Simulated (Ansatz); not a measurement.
A plane-wave DFT run in Ansatz 0.2.0 (scalar-relativistic PAW potentials unless the input names others): input and command.

```yaml
crystal:
  lattice:
    - [6.0008915631, 0.0, 0.0]
    - [-3.0004457815, 5.196924539, 0.0]
    - [0.0, 0.0, 4.8163413452]
  atoms:
    - { symbol: Ta, position: [0.3333333333, 0.6666666667, 0.25] }
    - { symbol: Ta, position: [0.6666666667, 0.3333333333, 0.75] }
    - { symbol: As, position: [0.8140892862, 0.6281785723, 0.25] }
    - { symbol: As, position: [0.1859107138, 0.8140892862, 0.75] }
    - { symbol: As, position: [0.3718214277, 0.1859107138, 0.25] }
    - { symbol: As, position: [0.1859107138, 0.3718214277, 0.75] }
    - { symbol: As, position: [0.8140892862, 0.1859107138, 0.25] }
    - { symbol: As, position: [0.6281785723, 0.8140892862, 0.75] }
basis:
  ecutwfc: 420
kpoints:
  mp_grid: { grid: [6, 6, 8] }
hamiltonian:
  xc: pbe
scf:
  occupations: { method: tetrahedron }
output:
  forces: true
  eigenvalues: true
  stress: true
accuracy: low
```

```bash
ansatz run input.yaml --threads 1 --pin off --max-ram 2560MiB --backend cpu --events-out ev --progress --plain --runs-dir out
```

Abridged log:
```
Warning: output.forces, output.stress, relax.cell or npt_langevin: where a Kohn–Sham band that disperses or a degenerate level is filled in part under the method tetrahedron, the forces or the stress that this run publishes need not agree with its energy (scf.occupations.method in the input reference, under Limitations); prefer a smearing scheme for the forces or the stress
Basis set: ecut = 420 eV, 2879 PW (Γ), exchange–correlation on 90×90×72 points (8 copies of the dense FFT grid, shifted against one another)
Bands: 70, of which v1, the nominal top of the filled ones, is band 58 counted from 1 (57 counted from 0)
Symmetry: 24 space group operations
k-points: 35 of 288
SCF iter   1: F=—  HF=-48999.128347 eV  |F-HF|=—  |Δ(HF+E_count)|=         —  Δρ=5.53e-3  dr2=5.69e-2  ethr=1.77e-3  ⟨swp⟩=6.1  Hψ=8816  notcnv=0  defer=10
SCF iter   2: F=—  HF=-48999.123612 eV  |F-HF|=—  |Δ(HF+E_count)|=   4.74e-3  Δρ=2.84e-3  dr2=7.63e-3  ethr=4.91e-5  ⟨swp⟩=2.2  Hψ=3075  notcnv=0  defer=177
SCF iter   3: F=—  HF=-48999.124537 eV  |F-HF|=—  |Δ(HF+E_count)|=   9.25e-4  Δρ=1.09e-3  dr2=1.39e-3  ethr=6.58e-6  ⟨swp⟩=2.0  Hψ=2631  notcnv=0  defer=182
SCF iter   4: F=—  HF=-48999.124494 eV  |F-HF|=—  |Δ(HF+E_count)|=   4.23e-5  Δρ=1.47e-4  dr2=2.93e-5  ethr=1.19e-6  ⟨swp⟩=2.1  Hψ=3210  notcnv=0  defer=182
SCF iter   5: F=—  HF=-48999.124540 eV  |F-HF|=—  |Δ(HF+E_count)|=   4.57e-5  Δρ=4.91e-5  dr2=5.15e-6  ethr=2.53e-8  ⟨swp⟩=2.1  Hψ=4468  notcnv=0  defer=182
SCF iter   6: F=—  HF=-48999.124537 eV  |F-HF|=—  |Δ(HF+E_count)|=   2.85e-6  Δρ=2.16e-5  dr2=6.79e-7  ethr=4.44e-9  ⟨swp⟩=2.3  Hψ=4497  notcnv=0  defer=182
SCF iter   7: F=-48999.124538 eV  HF=-48999.124538 eV  |F-HF|=2.07e-9  |Δ(HF+E_count)|=   1.17e-6  Δρ=4.63e-6  dr2=3.62e-8  ethr=8.62e-11  ⟨swp⟩=6.3  Hψ=9549  notcnv=0
SCF 1 converged in 7 iterations: F = -48999.124538 eV  dr2 = 3.62e-8
SCF converged after 7 iterations
Stability not checked: this state was not tested for a lower state beside it, because cold or Methfessel-Paxton smearing, or corrected tetrahedra, fill the levels in a way that the test cannot read (fill_not_monotonic; see scf.lower_state_search)
Free energy (F): -48999.124538 eV
Harris-Foulkes:  -48999.124538 eV  (|F-HF|=2.07e-9)
Internal energy: -48999.123467 eV  (E = F + TS)
E sigma→0 (E₀):  -48999.124538 eV
Entropy (-TS):   -0.001072 eV (-0.134 meV/atom)
Fermi energy:    14.344269 eV
--- Forces (eV/Å), atoms counted from 1 ---
  atom   1  Ta     0.00000000     0.00000000     0.00000000
  atom   2  Ta     0.00000000     0.00000000     0.00000000
  atom   3  As     0.00000000    -0.02371690     0.00000000
  atom   4  As     0.02053944    -0.01185845     0.00000000
  atom   5  As     0.02053944     0.01185845     0.00000000
  atom   6  As     0.00000000     0.02371690     0.00000000
  atom   7  As    -0.02053944     0.01185845     0.00000000
  atom   8  As    -0.02053944    -0.01185845     0.00000000
--- Stress (GPa, compression-positive) ---
        0.044071       0.000000       0.000000
        0.000000       0.044071       0.000000
        0.000000       0.000000       0.084883
  P = ⅓ Tr σ = 0.0577 GPa (0.577 kbar)
```

Apart from outputs, empty bands and the relaxation, which only the reference makes, the input differs from a reference run on usual settings in accuracy: not typed → "low"; scf.occupations.width: 0.1 → not typed; scf.occupations.method: "gaussian" → "tetrahedron". The reference, at the same geometry, ended its own course with pressure 0.00 GPa, largest force 0.000 eV/Å, no gap on the mesh. This run converged in 7 SCF iterations with an energy at zero smearing 0.24 meV/atom above the reference's, pressure 0.06 GPa, largest force 0.024 eV/Å, no gap on the mesh. Its accuracy level is looser than usual, and the result moved.

It took 20 s on 1 thread of Arm Neoverse V2 (shared host), peak memory 0.56 GiB.